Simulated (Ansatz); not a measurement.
## The polar optical mode of AlN at 25 GPa, worked through

The calculation used DFT LDA, scalar-relativistic, plane waves, PAW in Ansatz 0.2.0. Cutoff 420 eV, 10×10×10 k-points (Γ-centred), fixed occupations. No spin polarisation. Phonons by linear response, acoustic sum rule imposed.

The cell, relaxed at 25 GPa:
```cif
data_structure
_symmetry_space_group_name_H-M 'F-43m'
_symmetry_Int_Tables_number 216
_cell_length_a 4.2021
_cell_length_b 4.2021
_cell_length_c 4.2021
_cell_angle_alpha 90.000
_cell_angle_beta 90.000
_cell_angle_gamma 90.000
_cell_volume 74.20
loop_
_atom_site_label
_atom_site_type_symbol
_atom_site_symmetry_multiplicity
_atom_site_Wyckoff_symbol
_atom_site_fract_x
_atom_site_fract_y
_atom_site_fract_z
_atom_site_occupancy
Al1 Al 4 a 0.00000 0.00000 0.00000 1
N1 N 4 c 0.25000 0.25000 0.25000 1
```

Other phases may be more stable at this pressure.

Linear response gives ν_TO = 761.8 cm⁻¹, Born charges ±2.533 e (positive on Al) and ε∞ = 4.403. The primitive cell holds 18.550 Å³, and the masses are 26.982 and 14.007 amu.

**Question.** Find ν_LO and the static dielectric constant.

**Answer.** The long-wave field adds a restoring force: ω_LO² − ω_TO² = Z*²e²/(ε_vac ε∞ μV). In these units ν_LO² − ν_TO² = 4.92064×10⁷ Z*²/(μ V ε∞) cm⁻², with μ = m₁m₂/(m₁ + m₂) = 9.220 amu: 419284 cm⁻². So ν_LO = √(761.8² + 419284) = 999.8 cm⁻¹, and the run gives 999.8. Lyddane–Sachs–Teller then gives ε0 = ε∞ (ν_LO/ν_TO)² = 7.58, against 7.58 in the run (it forms both from the same three quantities, so the match checks the arithmetic only). Between ν_TO and ν_LO the dielectric function is negative and an undamped crystal reflects fully: a reststrahlen band from 10.0 to 13.1 μm.

**Question.** What do the Clausius–Mossotti polarisability and the Szigeti charge come to?

**Answer.** With the Lorentz local field, α = (3V/4π)(ε∞ − 1)/(ε∞ + 2) = 2.35 Å³ for the pair, and e_S = 3Z*/(ε∞ + 2) = 1.19 e. The Born charge includes the electrons' response to the dipole's own local field, and e_S takes that enhancement out. The Lorentz field assumes point-like polarisable ions, a poor picture once ε∞ is this large, since the electron clouds then overlap or are shared, so both numbers are formal here.

**Question.** How strongly does a slow electron couple to the LO mode?

**Answer.** For one isotropic parabolic band, Fröhlich's constant is α_F = (1/ε∞ − 1/ε0) √(m* Ry/ħω_LO), with Ry = 13.606 eV, ħω_LO = 124.0 meV and m* in free-electron masses: α_F = 0.0953 × 10.48 × √m* = 1.00 √m*. The band mass isn't part of this run; for m* = 0.1, 0.3 and 1 it gives 0.32, 0.55, 1.00. In weak coupling the polaron lies α_F ħω_LO below the band edge (68 meV at m* = 0.3) with a mass m*(1 + α_F/6); past α_F of about 5 or 6 that expansion fails. A semilocal functional's ε∞ tends to be too large, which taken alone lowers α_F.

This zinc-blende form isn't the usual stable structure of the compound at low pressure.

Cost: 1 run of about 0.78 core-minutes, on Intel Xeon Processor @ 2.50GHz (Skylake/Cascade Lake) (shared hosts).